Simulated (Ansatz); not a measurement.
# Lattice vibrations of Zn5O3 at Γ

All numbers below come from Ansatz, DFT PBE, scalar-relativistic, plane waves, PAW. Settings: 420 eV plane-wave cutoff, Γ-centred 12×12×4 mesh, Gaussian smearing of 0.10 eV. No spin polarisation. Phonons by linear response, acoustic sum rule imposed.

Equilibrium structure at this level:
```
Zn O
1.0
     3.20530    0.00000    0.00000
    -1.60265    2.77587    0.00000
     0.00000    0.00000   12.19384
Zn O
5 3
Direct
  0.00000 0.00000 0.43378
  0.33333 0.66667 0.66197
  0.33333 0.66667 0.21146
  0.00000 0.00000 0.98944
  0.66667 0.33333 0.83593
  0.33333 0.66667 0.37256
  0.00000 0.00000 0.59496
  0.00000 0.00000 0.15090
```

The structure comes from a proposed guess, relaxed at this level; another structure or a mixture of phases may lie lower. In a metal, frequencies depend on the k mesh and the smearing, soft modes most.

(1) Is this structure stable against zone-centre distortions?

(2) List the optical modes at Γ (i marks imaginary ones).

Results:

(1) Yes, at Γ: no optical mode is imaginary. Strains and other wave vectors aren't tested by this run.

(2)
```tsv
frequency (THz)	degeneracy
1.43	2
1.71	2
2.37	2
2.72	2
3.76	1
4.45	1
6.28	1
7.56	1
10.28	2
11.10	2
11.57	2
12.16	1
15.93	1
16.58	1
```
